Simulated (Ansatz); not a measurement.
Input and command of a calculation in Ansatz (plane waves; scalar-relativistic PAW potentials unless the input names others):

```yaml
crystal:
  lattice:
    - [4.1024545175, 0.0, 0.0]
    - [-2.0512272588, 3.55282983, 0.0]
    - [0.0, 0.0, 6.7154259278]
  atoms:
    - { symbol: Sr, position: [0.3333333333, 0.6666666667, 0.25] }
    - { symbol: Sr, position: [0.6666666667, 0.3333333333, 0.75] }
basis:
  ecutwfc: 420
kpoints:
  mp_grid: { grid: [12, 12, 6] }
hamiltonian:
  xc: lda
  dispersion: d4
scf:
  occupations: { method: gaussian, width: 0.1 }
  eigensolver: { kind: davidson }
output:
  forces: true
  eigenvalues: true
  stress: true
```

```bash
ansatz run input.yaml --threads 1 --pin off --max-ram 2560MiB --backend cpu --events-out ev --progress --plain --runs-dir out
```

Abridged log:
```
Warning: the engine holds no damping parameters fitted to this dispersion correction and functional, so the run takes those fitted to pbe (hamiltonian.dispersion, under Limitations)
Basis set: ecut = 420 eV, 1919 PW (Γ)
Bands: 14, of which v1, the nominal top of the filled ones, is band 10 counted from 1 (9 counted from 0)
Symmetry: 24 space group operations
k-points: 76 of 864
SCF iter   1: F=—  HF=-6888.823625 eV  |F-HF|=—  |Δ(HF+E_count)|=         —  Δρ=3.62e-3  dr2=7.74e-3  ethr=1.77e-3  ⟨swp⟩=13.1  Hψ=6294  notcnv=0
SCF iter   2: F=—  HF=-6888.823542 eV  |F-HF|=—  |Δ(HF+E_count)|=   8.35e-5  Δρ=2.09e-3  dr2=3.35e-3  ethr=3.87e-5  ⟨swp⟩=3.1  Hψ=2121  notcnv=0  defer=1
SCF iter   3: F=—  HF=-6888.823269 eV  |F-HF|=—  |Δ(HF+E_count)|=   2.73e-4  Δρ=3.51e-4  dr2=1.41e-4  ethr=7.36e-7  ⟨swp⟩=3.9  Hψ=4148  notcnv=0
SCF iter   4: F=—  HF=-6888.823238 eV  |F-HF|=—  |Δ(HF+E_count)|=   3.11e-5  Δρ=9.73e-5  dr2=5.24e-6  ethr=7.04e-7  ⟨swp⟩=2.2  Hψ=1891  notcnv=0
SCF iter   5: F=—  HF=-6888.823236 eV  |F-HF|=—  |Δ(HF+E_count)|=   1.47e-6  Δρ=2.02e-5  dr2=4.60e-7  ethr=2.62e-8  ⟨swp⟩=3.7  Hψ=2532  notcnv=0
SCF iter   6: F=-6888.823236 eV  HF=-6888.823236 eV  |F-HF|=2.93e-9  |Δ(HF+E_count)|=   7.39e-9  Δρ=5.84e-6  dr2=2.37e-8  ethr=2.30e-9  ⟨swp⟩=3.4  Hψ=2529  notcnv=0
SCF 1 converged in 6 iterations: F = -6888.823236 eV  dr2 = 2.37e-8
  Residual-converged pass: ⟨swp⟩=4.6  Hψ=2827  notcnv=0  max |occ|·‖R‖ = 6.6e-6 eV (tolerance 6.7e-6 eV) dr2=2.43e-8  dr2_onsite=9.57e-9  max |Δocc| = 1.5e-8
SCF converged after 6 iterations
Free energy (F): -6888.823236 eV
Harris-Foulkes:  -6888.823236 eV  (|F-HF|=2.93e-9)
Internal energy: -6888.810335 eV  (E = F + TS)
E sigma→0 (E₀):  -6888.816785 eV
Entropy (-TS):   -0.012902 eV (-6.451 meV/atom)
Fermi energy:    5.710967 eV
  E_disp       = -0.197427  (pairwise vdW)
--- Forces (eV/Å), atoms counted from 1 ---
  atom   1  Sr     0.00000000     0.00000000     0.00000000
  atom   2  Sr     0.00000000     0.00000000     0.00000000
--- Stress (GPa, compression-positive) ---
       -0.342954       0.000000       0.000000
        0.000000      -0.342954       0.000000
        0.000000       0.000000      -0.332734
  P = ⅓ Tr σ = -0.3395 GPa (-3.395 kbar)
```

Apart from outputs, empty bands and the relaxation, which only the reference makes, the input differs from a reference run on usual settings in hamiltonian.dispersion: not typed → "d4"; scf.eigensolver.kind: not typed → "davidson". The reference, at the same geometry, ended its own course with pressure -0.03 GPa, largest force 0.000 eV/Å, no gap on the mesh. This run converged in 6 SCF iterations with an energy at zero smearing 98.71 meV/atom below the reference's (the Hamiltonian itself differs), pressure -0.34 GPa, largest force 0.000 eV/Å, no gap on the mesh.

The run took 5.5 s on 1 thread of Arm Neoverse V2, on a shared host, peak memory 0.32 GiB.